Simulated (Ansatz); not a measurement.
LiTaO₃:
```cif
data_LiO3Ta
_chemical_formula_sum 'Ta1 Li1 O3'
_space_group_name_H-M_alt 'P 1'
_space_group_IT_number 1
_cell_length_a 3.89392
_cell_length_b 3.89392
_cell_length_c 3.96118
_cell_angle_alpha 90.000
_cell_angle_beta 90.000
_cell_angle_gamma 90.000
loop_
_space_group_symop_operation_xyz
  'x, y, z'
loop_
_atom_site_label
_atom_site_type_symbol
_atom_site_fract_x
_atom_site_fract_y
_atom_site_fract_z
_atom_site_occupancy
Ta1 Ta 0.50000 0.50000 0.40579 1
Li1 Li 0.00000 0.00000 0.15865 1
O1 O 0.50000 0.50000 0.86665 1
O2 O 0.50000 0.00000 0.33746 1
O3 O 0.00000 0.50000 0.33746 1
```

Relaxed with LDA.

**Question.** Give the optical modes at the zone centre with their infrared and Raman activity from DFPT, LDA in the plane-wave PAW code Ansatz.

**Answer.** Transverse frequencies, without the LO–TO term; a row sums one degenerate level.

```
ω (cm⁻¹)  degeneracy  IR ((D/Å)²/amu)  Raman (Å⁴/amu)  activity  symmetry
--------  ----------  ---------------  --------------  --------  --------
189                2            59.50              60  IR+Raman         E
203                2             0.02              25  IR+Raman         E
216                1             1.06              13  IR+Raman        A1
270                1             0.00             8.6     Raman        B1
313                2             2.51            0.88  IR+Raman         E
313                1            19.81             160  IR+Raman        A1
628                2            68.60              52  IR+Raman         E
706                1            34.51             800  IR+Raman        A1
```

**Question.** How high does the top mode go among those that the LO–TO term moves?

**Answer.** 888 cm⁻¹ for q along x, 888 cm⁻¹ for q along y, 924 cm⁻¹ for q along z.

Space group P4mm. The start of the workflow was typed in or built on a structure type; neither database checked (COD, Materials Project) lists it. It is not the phase usual at ambient conditions (space group No. 161). The LDA relaxation kept the symmetry of its start. At this level the phase is dynamically unstable (imaginary phonons). The run is not spin-polarised. Spin–orbit coupling is left out wherever it is not named.

Potentials: the later of the program's two PAW sets.
